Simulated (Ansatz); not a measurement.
Hf:
```cif
data_Hf
_chemical_formula_sum 'Hf1'
_space_group_name_H-M_alt 'P 1'
_space_group_IT_number 1
_cell_length_a 3.16736
_cell_length_b 3.16736
_cell_length_c 3.16736
_cell_angle_alpha 60.000
_cell_angle_beta 60.000
_cell_angle_gamma 60.000
loop_
_space_group_symop_operation_xyz
  'x, y, z'
loop_
_atom_site_label
_atom_site_type_symbol
_atom_site_fract_x
_atom_site_fract_y
_atom_site_fract_z
_atom_site_occupancy
Hf1 Hf 0.00000 0.00000 0.00000 1
```

Relaxed with r²SCAN.

### Question
Tabulate the valence density and the electron localisation function along the shortest Hf–Hf contact (3.17 Å), r²SCAN (plane waves, PAW; program Ansatz).

### Answer


```
distance from Hf (Å)  density (e/Å³)   ELF
--------------------  --------------  ----
0.32                           23.05  0.83
0.48                           13.42  0.84
0.63                            6.35  0.78
0.79                            2.52  0.60
0.95                            0.92  0.33
1.11                            0.39  0.16
1.27                            0.24  0.14
1.43                            0.20  0.21
1.58                            0.19  0.26
1.74                            0.20  0.21
1.90                            0.24  0.14
2.06                            0.39  0.16
2.22                            0.92  0.33
2.38                            2.52  0.60
2.53                            6.35  0.78
2.69                           13.42  0.84
2.85                           23.05  0.83
```

The density is the valence pseudo-density with augmentation charge, so density and ELF within about 1 Å of a nucleus are not all-electron values.

Space group Fm-3m (fcc (Cu type)). The workflow started from a Materials Project entry (that database holds measured and hypothetical structures alike); the Crystallography Open Database files this formula in space group No. 225, but the cells were not matched. It is not the phase usual at ambient conditions (space group No. 194). The cell was relaxed with r²SCAN under the symmetry of its start; whether a distortion lowers the energy is not shown. The run is not spin-polarised. Scalar-relativistic: spin–orbit coupling is off unless named, which matters more the heavier the elements.

Potentials: the later of the program's two PAW sets.
